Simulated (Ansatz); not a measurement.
NbAs (I4_1md), relaxed with PBEsol (Ansatz, an electronic-structure program, plane waves, PAW): a = b = 3.439 Å, c = 11.595 Å, α = β = γ = 90.00°.

```
Quantity              Result
--------------------  ------
ΔH_f (eV/atom)         -0.75
B₀ by P(V) fit (GPa)     175
```

Task: The same phase is relaxed and computed with PBE in the same code. What are the cell and these values now?

Result: a = 3.4734 Å, b = 3.4734 Å, c = 11.7504 Å, α = 90.00°, β = 90.00°, γ = 90.00°.

ΔH_f (eV/atom): -0.69
B₀ by P(V) fit (GPa): 160

All cells were relaxed under the symmetry of their starts (and spin orders); stability against distortions was not tested throughout. Rows with no word on spin ran without spin polarisation. Spin–orbit coupling is left out wherever it is not named.

Potentials: the later of the program's two PAW sets.

Ansatz is a plane-wave DFT program.

Formation energies count from the lowest solids of the elements computed at the same level, not from gases.
